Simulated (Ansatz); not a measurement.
Relaxed-ion elastic tensor of AlCr₂C in space group P6_3/mmc (No. 194; Al on 2d, Cr on 4f, C on 2a) in GPa (Voigt order), PBEsol in the plane-wave PAW code Ansatz; density 5.50 g/cm³, 10.78 Å³ per atom.

```
 389  88.1   119   0.0   0.0   0.0
88.1   389   119   0.0   0.0   0.0
 119   119   385   0.0   0.0   0.0
 0.0   0.0   0.0   144   0.0   0.0
 0.0   0.0   0.0   0.0   144   0.0
 0.0   0.0   0.0   0.0   0.0   150
```

Question: Is the crystal mechanically stable?

Answer: Yes: the smallest eigenvalue of C is 144 GPa.

Question: Work out the Voigt, Reuss and Hill averages.

Answer: K_V = 201, K_R = 201, K_H = 201; G_V = 144, G_R = 143, G_H = 143 GPa.

Question: Give Young's modulus, Poisson's ratio, Pugh's ratio and the universal anisotropy index.

Answer: E = 9KG/(3K + G) = 348 GPa; ν = 0.21; K/G = 1.40 (brittle by the Pugh limit of 1.75); A_U = 5G_V/G_R + K_V/K_R − 6 = 0.02.

Question: Estimate the sound speeds and the Debye temperature.

Answer: v_l = √((K + 4G/3)/ρ) = 8440 m/s, v_t = √(G/ρ) = 5100 m/s, mean 5640 m/s; Θ = (h/k)(3n/4πV)^(1/3) v_m = 760 K.

Question: How much does each axis shrink under pressure?

Answer: Linear compressibilities β_i = Σ_j S_ij (j = 1 to 3): x 1.7, y 1.7, z 1.5 per TPa.

The cell was relaxed with PBEsol under the symmetry of its start; of distortions, only those at the zone centre were tested. The run is not spin-polarised. As this level gives no gap, shear constants depend on the k-mesh and smearing (Fermi–Dirac, 0.1 eV here). On the denser mesh and wider smearing of the elastic run this cell carries a stress of 0.4 GPa.

Potentials: the later of the program's two PAW sets.
